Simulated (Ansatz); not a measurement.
HPb3, all-electron reference calculation

System: generated HPb3 built from the ReO3 structure and then distorted, one atom being moved towards a neighbour.

Level of theory: Ansatz 0.2 development build, DFT, PBE, all-electron full-potential LAPW, scalar-relativistic, point nucleus. Coarse mesh: 2×2×2 (half-step shift), σ = 0.15 eV (Fermi–Dirac). In metals such a mesh can move stress, forces and moments by their own size. No spin polarisation. The cell's electron count is odd, so a run with spin could end lower. Labels count atoms in the order given.

Lattice in Å, fractional positions:
```yaml
crystal:
  lattice:
    - [5.11997, 0.17743, -0.06080]
    - [0.17743, 4.91982, 0.10467]
    - [-0.06080, 0.10467, 4.98901]
  atoms:
    - { symbol: H, position: [0.23448, 0.31011, 0.27962] }
    - { symbol: Pb, position: [0.75843, 0.32110, 0.17338] }
    - { symbol: Pb, position: [0.24831, 0.79564, 0.12315] }
    - { symbol: Pb, position: [0.24104, 0.29497, 0.64630] }
```

Q: Predict the output of the run.

A: 
| atom | Fx (eV/Å) | Fy (eV/Å) | Fz (eV/Å) |
| --- | --- | --- | --- |
| H1 | -0.045 | -0.012 | -1.292 |
| Pb2 | -0.070 | -0.090 | 0.032 |
| Pb3 | 0.047 | 0.112 | 0.037 |
| Pb4 | 0.068 | -0.009 | 1.223 |

Stress tensor (GPa, compression positive):
```
 0.11  0.58 -0.22
 0.58  0.39  0.57
-0.22  0.57  3.30
```

* Pressure: 1.27 GPa
* Largest force: 1.293 eV/Å
